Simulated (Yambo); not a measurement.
```
CdF2
1.0
    0.00000     2.70052     2.70052
    2.70052     0.00000     2.70052
    2.70052     2.70052     0.00000
F Cd
2 1
Direct
  0.25000   0.25000   0.25000
  0.75000   0.75000   0.75000
  0.00000   0.00000   0.00000
```

CdF2 (fluorite, space group Fm-3m, No. 225): mean Im ε in 1 eV windows above the direct gap of 6.52 eV, for different electron-hole kernels (Yambo, broadening 0.15 eV, LDA (Quantum ESPRESSO, PseudoDojo norm-conserving, 102 Ry, no spin-orbit coupling) bands; 8×8×8 mesh, 11 valence and 1 conduction bands, static screening with 31 bands and a 4 Ry block, scissor 3.24 eV, Tamm-Dancoff; field along x).

```tsv
window (eV)	independent quasiparticles	TDDFT, adiabatic LDA kernel	RPA (no attraction)	BSE
6.5 to 7.5	0.4	0.4	0.4	1.8
7.5 to 8.5	1.2	1.1	1.1	1.3
8.5 to 9.5	1.3	1.3	1.3	1.1
9.5 to 10.5	1.4	1.4	1.4	1.2
10.5 to 11.5	1.2	1.2	1.1	0.7
```

This run doesn't resolve bound excitons or single peaks, so only averages are given, and they too depend on the mesh; weight that the attraction moves below the gap isn't listed. All transitions below 12.41 eV are in the band window. The scissor comes from a G0W0 run whose convergence isn't established.

Spin-orbit splittings are left out.

Geometry of the Materials Project entry, not relaxed at this level.
